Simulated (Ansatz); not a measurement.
The start is a generated cell, As2Se3 built in the stibnite structure type. The cell and all atomic positions are relaxed at zero pressure with r2SCAN (plane waves to 500 eV, PAW, scalar-relativistic; Ansatz, an electronic-structure program). The first steps use a coarse 2×5×2 k-mesh.

Starting cell:
```
As2Se3
1.0
   11.12255     0.00000     0.00000
    0.00000     3.77548     0.00000
    0.00000     0.00000    11.06636
As Se
8 12
Direct
  0.97063   0.25000   0.17398
  0.47063   0.25000   0.32602
  0.02937   0.75000   0.82602
  0.52937   0.75000   0.67398
  0.64939   0.25000   0.96397
  0.14939   0.25000   0.53603
  0.35061   0.75000   0.03603
  0.85061   0.75000   0.46397
  0.29220   0.25000   0.19181
  0.79220   0.25000   0.30819
  0.70780   0.75000   0.80819
  0.20780   0.75000   0.69181
  0.45040   0.25000   0.87700
  0.95040   0.25000   0.62300
  0.54960   0.75000   0.12300
  0.04960   0.75000   0.37700
  0.62460   0.25000   0.56110
  0.12460   0.25000   0.93890
  0.37540   0.75000   0.43890
  0.87540   0.75000   0.06110
```

- Largest initial force = 0.65 eV/Å, on As5, As6, As7, As8 (atoms numbered as listed)
- Outcome = The space group stays Pnma (No. 62) (the run could not lower it); the end is AFLOW prototype A3B2_oP20_62_3c_2c (D5_8, as in Sb2S3), with 20 atoms in the primitive cell
- Energy released = 0.05 eV/atom
- Shortest distances (start → end) = The closest pairs of elements (up to four, under 3.6 Å), start → end: As–Se 2.41 → 2.39 Å; Se–Se 3.36 → 3.46 Å
- Band gap at the end = 0.93 eV, indirect (valence top at k = (0, 0.1429, 0), conduction bottom at U) (no spin-orbit coupling)
- Optimiser moves = 15

Final values are on a 3×7×3 k-mesh of the relaxed cell. No spin polarisation in the result.

The run could not lose the symmetry of its start: the end is stationary, and may be a saddle point rather than a minimum.

The relaxed structure here is a generated cell of As2Se3: the first start was made by placing the elements on the sites of a structure type, and the end was not matched to a known phase here, so it may be hypothetical.
